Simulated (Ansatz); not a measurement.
Theory: Ansatz 0.2.0, DFT PBE, scalar-relativistic, plane waves, PAW. All cells share a 420 eV cutoff and Γ-centred k meshes spaced at most about 0.3 Å⁻¹ (about 0.25 or finer for metals, 2π included). No spin polarisation in the final relaxations.

Each of these unrelaxed guesses is relaxed in cell and atoms within its symmetry. A guess keeps its type if space group and coordination stay and the shape of the cell changes little (axis ratios within about 15 %, angles within 6°); the volume may change.

1. ScAl4N

```cif
data_structure
_symmetry_space_group_name_H-M 'Amm2'
_symmetry_Int_Tables_number 38
_cell_length_a 4.1460
_cell_length_b 5.1952
_cell_length_c 8.9289
_cell_angle_alpha 90.000
_cell_angle_beta 90.000
_cell_angle_gamma 90.000
_cell_volume 192.32
loop_
_atom_site_label
_atom_site_type_symbol
_atom_site_symmetry_multiplicity
_atom_site_Wyckoff_symbol
_atom_site_fract_x
_atom_site_fract_y
_atom_site_fract_z
_atom_site_occupancy
Sc1 Sc 2 a 0.00000 0.50000 0.16656 1
Al1 Al 2 a 0.00000 0.50000 0.83354 1
Al2 Al 2 b 0.50000 0.50000 0.99990 1
Al3 Al 4 e 0.50000 0.25035 0.75021 1
N1 N 2 a 0.00000 0.50000 0.50022 1
```

2. Zr3C

```cif
data_structure
_symmetry_space_group_name_H-M 'I4/mmm'
_symmetry_Int_Tables_number 139
_cell_length_a 3.8980
_cell_length_b 3.8980
_cell_length_c 7.9523
_cell_angle_alpha 90.000
_cell_angle_beta 90.000
_cell_angle_gamma 90.000
_cell_volume 120.83
loop_
_atom_site_label
_atom_site_type_symbol
_atom_site_symmetry_multiplicity
_atom_site_Wyckoff_symbol
_atom_site_fract_x
_atom_site_fract_y
_atom_site_fract_z
_atom_site_occupancy
Zr1 Zr 4 d 0.00000 0.50000 0.25000 1
Zr2 Zr 2 b 0.50000 0.50000 0.00000 1
C1 C 2 a 0.00000 0.00000 0.00000 1
```

Q: Which keep their type?

A: Guess 2 keeps its type.

```csv
guess,kept,start group,end group,V start (Å³/atom),V end,"b/a and c/a, end over start",nearest neighbours start,nearest neighbours end
1,no,Amm2,Amm2,16.0,19.9,"0.77, 0.96","Al 6/8, N 18, Sc 6","Al 1/2/8, N 1, Sc 2"
2,yes,I4/mmm,I4/mmm,15.1,17.7,"1.00, 1.14","C 12, Zr 12","C 12, Zr 12"
```

Neighbours count within 15 % of an atom's shortest distance; end groups are read at 0.02 Å (0.05 Å in metals).

Cells relaxed within their symmetry can be saddle points.

In counts of neighbours, a slash parts the counts of unlike sites.
